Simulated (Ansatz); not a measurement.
Input and command of a calculation in Ansatz (plane waves; scalar-relativistic PAW potentials unless the input names others):

```yaml
crystal:
  lattice:
    - [3.1830776025, 0.0, 0.0]
    - [0.0, 3.1830776025, 0.0]
    - [0.0, 0.0, 25.7523272733]
  atoms:
    - { symbol: Hf, position: [0.5, 0.5, 0.330067256] }
    - { symbol: "N", position: [0.0, 0.0, 0.330067256] }
    - { symbol: Hf, position: [0.0, 0.0, 0.4174681241] }
    - { symbol: "N", position: [0.5, 0.5, 0.4174681241] }
    - { symbol: Hf, position: [0.5, 0.5, 0.5047187382] }
    - { symbol: "N", position: [0.0, 0.0, 0.5058135832] }
    - { symbol: Hf, position: [0.0, 0.0, 0.5887746983] }
    - { symbol: "N", position: [0.5, 0.5, 0.5949915594] }
    - { symbol: F, position: [1.0, 1.0, 0.6891897381] }
basis:
  ecutwfc: "350 eV"
kpoints:
  mp_grid: { grid: [9, 9, 1] }
hamiltonian:
  xc: pbesol
scf:
  occupations: { method: gaussian, width: 0.005 }
output:
  forces: true
  eigenvalues: true
  stress: true
efield:
  axis: 3
  dipole_correction: true
  ramp_width: 0.04
```

```bash
ansatz run input.yaml --threads 2 --pin off --max-ram 5120MiB --backend cpu --events-out ev --progress --plain --runs-dir out
```

Abridged log:
```
Warning: basis.ecutwfc = 350 eV is below the records' recommended 420 eV, and the density's cutoff is lower with it unless basis.ecutrho_ratio is high enough to keep the records' density cutoff: compare with a run at a higher cutoff
Basis set: ecut = 350 eV, 3827 PW (Γ), exchange–correlation on 40×40×320 points (8 copies of the dense FFT grid, shifted against one another)
Bands: 79, of which v1, the nominal top of the filled ones, is band 66 counted from 1 (65 counted from 0)
Symmetry: 8 space group operations
k-points: 15 of 81
SCF iter   1: F=—  HF=-64717.380346 eV  |F-HF|=—  |Δ(HF+E_count)|=         —  Δρ=2.70e-2  dr2=5.63e0  ethr=1.77e-3  p=-0.485 e·Å  D=-3.36e-1 V/Å  ΔV_dip=8.66 eV  dr2_dipole=2.32e0  V_vac-E_F(+/−)=11.59/2.94 eV  ⟨swp⟩=7.9  Hψ=5101  notcnv=0  defer=33
efield: sawtooth ramp at fractional position 0.9896 (placed from the atoms, in the widest stretch of the axis that holds none; the zero of the levels goes with the place), width 0.0400; the density the first Hamiltonian is built on has a dipole p = -0.485 e·Å; the dipole correction subtracts the counter field D = -3.36e-1 V/Å, which shifts the + side's vacuum level by +8.66 eV against the − side's; the planar-averaged density in the ramp window peaks in size at 3.4e-5 e/Å³
SCF iter   2: F=—  HF=-64717.173638 eV  |F-HF|=—  |Δ(HF+E_count)|=   2.07e-1  Δρ=1.03e-2  dr2=5.14e-1  ethr=1.77e-3  p=-0.404 e·Å  D=-2.80e-1 V/Å  ΔV_dip=7.22 eV  dr2_dipole=3.46e-1  V_vac-E_F(+/−)=10.43/3.22 eV  ⟨swp⟩=2.3  Hψ=1587  notcnv=0  defer=113
SCF iter   3: F=—  HF=-64717.304005 eV  |F-HF|=—  |Δ(HF+E_count)|=   1.30e-1  Δρ=6.81e-3  dr2=1.77e0  ethr=3.93e-4  p=-0.475 e·Å  D=-3.30e-1 V/Å  ΔV_dip=8.49 eV  dr2_dipole=4.43e-1  V_vac-E_F(+/−)=11.04/2.54 eV  ⟨swp⟩=3.1  Hψ=1999  notcnv=0  defer=114  recentre
SCF iter   4: F=—  HF=-64717.235917 eV  |F-HF|=—  |Δ(HF+E_count)|=   6.81e-2  Δρ=3.44e-3  dr2=3.07e-2  ethr=3.93e-4  p=-0.435 e·Å  D=-3.02e-1 V/Å  ΔV_dip=7.77 eV  dr2_dipole=3.46e-3  V_vac-E_F(+/−)=10.81/3.04 eV  ⟨swp⟩=2.7  Hψ=1700  notcnv=0  defer=113
SCF iter   5: F=—  HF=-64717.264782 eV  |F-HF|=—  |Δ(HF+E_count)|=   2.89e-2  Δρ=1.17e-3  dr2=6.51e-3  ethr=2.35e-5  p=-0.444 e·Å  D=-3.08e-1 V/Å  ΔV_dip=7.93 eV  dr2_dipole=3.24e-3  V_vac-E_F(+/−)=10.86/2.93 eV  ⟨swp⟩=3.1  Hψ=2216  notcnv=0  defer=113
SCF iter   6: F=—  HF=-64717.268375 eV  |F-HF|=—  |Δ(HF+E_count)|=   3.59e-3  Δρ=1.39e-3  dr2=2.02e-2  ethr=4.97e-6  p=-0.449 e·Å  D=-3.11e-1 V/Å  ΔV_dip=8.02 eV  dr2_dipole=9.62e-3  V_vac-E_F(+/−)=10.94/2.91 eV  ⟨swp⟩=3.5  Hψ=1969  notcnv=0  defer=113  recentre
SCF iter   7: F=—  HF=-64717.268388 eV  |F-HF|=—  |Δ(HF+E_count)|=   1.33e-5  Δρ=5.19e-4  dr2=2.24e-3  ethr=4.97e-6  p=-0.451 e·Å  D=-3.13e-1 V/Å  ΔV_dip=8.06 eV  dr2_dipole=8.03e-4  V_vac-E_F(+/−)=10.95/2.89 eV  ⟨swp⟩=2.4  Hψ=1144  notcnv=0  defer=113
SCF iter   8: F=—  HF=-64717.269000 eV  |F-HF|=—  |Δ(HF+E_count)|=   6.12e-4  Δρ=2.47e-4  dr2=4.06e-4  ethr=1.71e-6  p=-0.449 e·Å  D=-3.11e-1 V/Å  ΔV_dip=8.02 eV  dr2_dipole=1.14e-4  V_vac-E_F(+/−)=10.91/2.89 eV  ⟨swp⟩=2.9  Hψ=1635  notcnv=0  defer=113
SCF iter   9: F=—  HF=-64717.269310 eV  |F-HF|=—  |Δ(HF+E_count)|=   3.10e-4  Δρ=1.72e-4  dr2=2.45e-4  ethr=3.10e-7  p=-0.451 e·Å  D=-3.13e-1 V/Å  ΔV_dip=8.05 eV  dr2_dipole=6.07e-5  V_vac-E_F(+/−)=10.94/2.89 eV  ⟨swp⟩=2.3  Hψ=1485  notcnv=0  defer=113
SCF iter  10: F=—  HF=-64717.269184 eV  |F-HF|=—  |Δ(HF+E_count)|=   1.26e-4  Δρ=3.84e-5  dr2=1.20e-5  ethr=1.87e-7  p=-0.450 e·Å  D=-3.12e-1 V/Å  ΔV_dip=8.04 eV  dr2_dipole=6.91e-6  V_vac-E_F(+/−)=10.92/2.88 eV  ⟨swp⟩=2.2  Hψ=1190  notcnv=0  defer=113
SCF iter  11: F=—  HF=-64717.269362 eV  |F-HF|=—  |Δ(HF+E_count)|=   1.78e-4  Δρ=3.38e-5  dr2=1.32e-5  ethr=9.20e-9  p=-0.451 e·Å  D=-3.13e-1 V/Å  ΔV_dip=8.06 eV  dr2_dipole=8.63e-6  V_vac-E_F(+/−)=10.94/2.88 eV  ⟨swp⟩=3.0  Hψ=2502  notcnv=0  defer=113
SCF iter  12: F=—  HF=-64717.269363 eV  |F-HF|=—  |Δ(HF+E_count)|=   1.05e-6  Δρ=1.97e-5  dr2=3.22e-6  ethr=9.20e-9  p=-0.451 e·Å  D=-3.13e-1 V/Å  ΔV_dip=8.06 eV  dr2_dipole=1.11e-6  V_vac-E_F(+/−)=10.94/2.88 eV  ⟨swp⟩=2.0  Hψ=1688  notcnv=0  defer=113
SCF iter  13: F=—  HF=-64717.269364 eV  |F-HF|=—  |Δ(HF+E_count)|=   9.00e-7  Δρ=8.24e-6  dr2=4.99e-7  ethr=2.46e-9  p=-0.451 e·Å  D=-3.13e-1 V/Å  ΔV_dip=8.06 eV  dr2_dipole=4.57e-8  V_vac-E_F(+/−)=10.94/2.88 eV  ⟨swp⟩=2.7  Hψ=2301  notcnv=0  defer=113
SCF iter  14: F=—  HF=-64717.269365 eV  |F-HF|=—  |Δ(HF+E_count)|=   8.29e-7  Δρ=5.43e-6  dr2=2.50e-7  ethr=3.81e-10  p=-0.451 e·Å  D=-3.13e-1 V/Å  ΔV_dip=8.06 eV  dr2_dipole=4.82e-8  V_vac-E_F(+/−)=10.94/2.88 eV  ⟨swp⟩=2.6  Hψ=2204  notcnv=0  defer=113
SCF iter  15: F=-64717.269365 eV  HF=-64717.269365 eV  |F-HF|=3.78e-8  |Δ(HF+E_count)|=   1.79e-7  Δρ=2.28e-6  dr2=7.06e-8  ethr=7.63e-11  p=-0.451 e·Å  D=-3.13e-1 V/Å  ΔV_dip=8.06 eV  dr2_dipole=1.93e-8  V_vac-E_F(+/−)=10.94/2.88 eV  ⟨swp⟩=14.7  Hψ=7013  notcnv=0
SCF 1 converged in 15 iterations: F = -64717.269365 eV  dr2 = 7.06e-8
SCF converged after 15 iterations
Free energy (F): -64717.269365 eV
Harris-Foulkes:  -64717.269365 eV  (|F-HF|=3.78e-8)
Internal energy: -64717.269078 eV  (E = F + TS)
E sigma→0 (E₀):  -64717.269221 eV
Entropy (-TS):   -0.000287 eV (-0.032 meV/atom)
Fermi energy:    3.942971 eV
Dipole field:    D = -0.312919 V/Å  (p = -0.451212 e·Å, saw-weighted, corrected)
Work function:   Φ+ = 10.9372 eV   Φ− = 2.8788 eV
Levels:          The Fermi level and band energies are counted from a zero that moves with the ramp; work functions are not
--- Forces (eV/Å), atoms counted from 1 ---
  atom   1  Hf     0.00000000     0.00000000     1.67837094
  atom   2  N      0.00000000     0.00000000    -0.91362130
  atom   3  Hf     0.00000000     0.00000000     0.42378593
  atom   4  N      0.00000000     0.00000000    -1.12417969
  atom   5  Hf     0.00000000     0.00000000    -0.51265425
  atom   6  N      0.00000000     0.00000000    -0.22941922
  atom   7  Hf     0.00000000     0.00000000     6.00500386
  atom   8  N      0.00000000     0.00000000    -2.31625991
  atom   9  F      0.00000000     0.00000000    -3.01108172
--- Stress (GPa, compression-positive) ---
       -2.943945       0.000000       0.000000
        0.000000      -2.943945       0.000000
        0.000000       0.000000      -5.248010
  P = ⅓ Tr σ = -3.7120 GPa (-37.120 kbar)
```

Apart from outputs and empty bands, the input differs from a reference run on usual settings in scf.occupations.width: 0.1 → 0.005; basis.ecutwfc: 420 → "350 eV". The reference, at the same geometry (not necessarily relaxed), gave pressure -3.60 GPa (averaged over a cell that holds vacuum), largest force 5.997 eV/Å, no gap on the mesh. This run converged in 15 SCF iterations (reference: 11) with an energy at zero smearing 47.10 meV/atom above the reference's, pressure -3.71 GPa (averaged over a cell that holds vacuum), largest force 6.005 eV/Å, no gap on the mesh. Its k mesh, for so narrow a smearing in a metal, and cutoff are looser than usual, and the result moved.

Time: 18 s on 2 threads of Arm Neoverse V2, on a shared host, peak memory 0.53 GiB.